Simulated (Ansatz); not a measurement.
ScAl$_{3}$, first-principles data

ScAl$_{3}$ in space group I4/mmm (No. 139; Sc on 2a, Al on 4d, Al on 2b), a = b = 3.9524 Å, c = 8.6640 Å, α = β = γ = 90.00°; the cell used has 4 atoms.

Space group I4/mmm (No. 139); conventional cell a = 3.952 Å, b = 3.952 Å, c = 8.664 Å, α = 90.00°, β = 90.00°, γ = 90.00°.

Method: DFT-LDA in the program Ansatz with PAW potentials. Structure relaxed to zero pressure with the same functional. Other levels are named where they apply.

Cell and energy:

Volume per atom: 16.92 Å³
Density: 3.09 g/cm³
Formation energy from the elements (no fitted shifts): -38 kJ/mol of atoms

Electronic structure:

- Electronic character = metallic (no gap)
- Density of states at the Fermi level = 0.53 states/eV per atom (mean over ±0.08 eV)

Mechanics:

- Bulk modulus (Birch–Murnaghan fit): 91.1 GPa
- Pressure derivative B′: 4.1

Phonons:

Highest zone-centre frequency: 329 cm^-1
Zone-centre stability: no imaginary mode at Γ

The first step of the workflow began from a Materials Project structure, measured or hypothetical; the Crystallography Open Database copy checked does not list it. Its standing as an ambient phase is unchecked. The cell was relaxed with LDA under the symmetry of its start. The run is not spin-polarised. As this level gives no gap, phonon frequencies hold no LO–TO term and depend on the k-mesh and smearing (Fermi–Dirac, 0.1 eV here). Axis ratios of metals converge slowly with the k-mesh, so a and c are less sure than the volume. The references are the lowest solids computed at this level, not always the standard phases.

Potentials: the later of the program's two PAW sets.
